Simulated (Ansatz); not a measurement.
KF:
```
KF
1.0
    3.17935     0.00000     0.00000
    0.00000     3.17935     0.00000
    0.00000     0.00000     3.17935
K F
1 1
Direct
  0.00000   0.00000   0.00000
  0.50000   0.50000   0.50000
```

Relaxed with r²SCAN.

Task: Which orbitals make up the states near the band edges in the program Ansatz at the r²SCAN level (PAW)?

Result: Top 1 eV of the valence band: F 2p 97 %. Bottom 1 eV of the conduction band: K 4s 75 %, F 2s 13 %, outside the projected shells 7 %. Projections are on Löwdin-orthogonalised atomic valence shells; empty p or d shells of many metals are not among them.

Task: Tabulate the density of states.

Result: States/eV per cell of 2 atoms, in 0.25 eV bins, energy from the valence-band maximum.

```tsv
E (eV)	total	F 2p	K 4s	K 3p
-7.86	0.00	0.00	0.00	0.00
-7.61	0.00	0.00	0.00	0.00
-7.36	0.00	0.00	0.00	0.00
-7.11	0.00	0.00	0.00	0.00
-6.86	0.00	0.00	0.00	0.00
-6.61	0.00	0.00	0.00	0.00
-6.36	0.00	0.00	0.00	0.00
-6.11	0.00	0.00	0.00	0.00
-5.86	0.00	0.00	0.00	0.00
-5.61	0.00	0.00	0.00	0.00
-5.36	0.00	0.00	0.00	0.00
-5.11	0.00	0.00	0.00	0.00
-4.86	0.00	0.00	0.00	0.00
-4.61	0.00	0.00	0.00	0.00
-4.36	0.00	0.00	0.00	0.00
-4.11	0.00	0.00	0.00	0.00
-3.86	0.00	0.00	0.00	0.00
-3.61	0.00	0.00	0.00	0.00
-3.36	0.00	0.00	0.00	0.00
-3.11	0.00	0.00	0.00	0.00
-2.86	0.00	0.00	0.00	0.00
-2.61	0.00	0.00	0.00	0.00
-2.36	0.00	0.00	0.00	0.00
-2.11	0.00	0.00	0.00	0.00
-1.86	0.00	0.00	0.00	0.00
-1.61	0.00	0.00	0.00	0.00
-1.36	0.02	0.02	0.00	0.00
-1.11	1.42	1.34	0.05	0.01
-0.86	6.15	5.87	0.10	0.07
-0.61	4.86	4.67	0.05	0.06
-0.36	5.04	4.91	0.02	0.04
-0.11	6.51	6.41	0.01	0.03
0.14	0.00	0.00	0.00	0.00
0.39	0.00	0.00	0.00	0.00
0.64	0.00	0.00	0.00	0.00
0.89	0.00	0.00	0.00	0.00
1.14	0.00	0.00	0.00	0.00
1.39	0.00	0.00	0.00	0.00
1.64	0.00	0.00	0.00	0.00
1.89	0.00	0.00	0.00	0.00
2.14	0.00	0.00	0.00	0.00
2.39	0.00	0.00	0.00	0.00
2.64	0.00	0.00	0.00	0.00
2.89	0.00	0.00	0.00	0.00
3.14	0.00	0.00	0.00	0.00
3.39	0.00	0.00	0.00	0.00
3.64	0.00	0.00	0.00	0.00
3.89	0.00	0.00	0.00	0.00
4.14	0.00	0.00	0.00	0.00
4.39	0.00	0.00	0.00	0.00
4.64	0.00	0.00	0.00	0.00
4.89	0.00	0.00	0.00	0.00
5.14	0.00	0.00	0.00	0.00
5.39	0.00	0.00	0.00	0.00
5.64	0.00	0.00	0.00	0.00
5.89	0.00	0.00	0.00	0.00
6.14	0.00	0.00	0.00	0.00
6.39	0.00	0.00	0.00	0.00
6.64	0.00	0.00	0.00	0.00
6.89	0.00	0.00	0.00	0.00
7.14	0.00	0.00	0.00	0.00
7.39	0.00	0.00	0.00	0.00
7.64	0.00	0.00	0.00	0.00
7.89	0.02	0.00	0.02	0.00
8.14	0.05	0.00	0.04	0.00
8.39	0.08	0.00	0.06	0.00
8.64	0.10	0.00	0.08	0.00
8.89	0.13	0.01	0.10	0.00
9.14	0.21	0.01	0.12	0.00
9.39	0.45	0.01	0.15	0.01
9.64	0.77	0.02	0.20	0.01
9.89	1.31	0.03	0.33	0.01
10.14	2.38	0.03	0.63	0.01
10.39	2.71	0.03	0.63	0.01
10.64	2.71	0.04	0.64	0.01
10.89	2.77	0.03	0.55	0.01
11.14	1.35	0.02	0.19	0.00
11.39	0.87	0.01	0.04	0.00
11.64	1.43	0.01	0.06	0.00
11.89	2.32	0.03	0.10	0.00
```

Space group Pm-3m (CsCl type). The workflow started from a Materials Project entry (that database holds measured and hypothetical structures alike); the Crystallography Open Database copy checked does not list it. It is not the phase usual at ambient conditions (space group No. 225). The r²SCAN relaxation kept the symmetry of its start; phonons on a q-mesh show no instability.

Potentials: the later of the program's two PAW sets.
